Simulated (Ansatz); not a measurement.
MgO (rock salt)

```xyz
4
Lattice="0.0000 4.2544 4.2544 2.1272 0.0000 2.1272 2.1272 2.1272 0.0000" Properties=species:S:1:pos:R:3 pbc="T T T"
O      0.0000     0.0000     0.0000
O      2.1272     2.1272     4.2544
Mg     2.1272     2.1272     2.1272
Mg     2.1272     4.2544     4.2544
```

A phonon eigenvector at L = (0.5, 0.0, 0.0) is frozen into this cell: atom i moves by Q times the vector below, so Q is the largest atomic displacement, in Å. The cell is held. (q is in reciprocal vectors of the primitive cell; the cell shown is doubled to hold the pattern.)

```
atom       x       y       z
----  ------  ------  ------
Mg3    0.577  -0.577  -0.577
Mg4   -0.577   0.577   0.577
```

Atoms not listed stay in place.

The numbers are results of PBE (plane waves to 420 eV, PAW, scalar-relativistic; Ansatz, a first-principles code), not measurements. k mesh 13×13×13 (Γ-centred), Fermi-Dirac smearing 0.05 eV. E stands for the smeared free energy. MgO was relaxed with its symmetry unable to fall. The PAW data are Ansatz's earlier set. ΔE is measured from the undisplaced structure.

```
Q (Å)   ΔE (meV/cell)
------  -------------
-0.180            802
-0.150            558
-0.120       withheld
-0.090            201
-0.060             89
-0.030             22
0.000               0
0.030              22
0.060              89
0.090             201
0.120        withheld
0.150             558
0.180             802
```

Task: Fit an even polynomial form (powers 2, 4) to the given rows and predict ΔE at Q = 0.120.

Result: Least squares on the 11 given rows: ΔE = (24850)·Q² + (-2830)·Q⁴, in meV/cell with Q in Å; root-mean-square residual 0.3 meV/cell. At 0.120 the fit gives 357 meV/cell; the calculation gives 357 meV/cell, the same to the digits shown. The quadratic term alone would give 358 meV/cell.

(For displaced atoms, the force is minus the slope of the energy, and its curvature is a force constant, which sets phonon frequencies.)
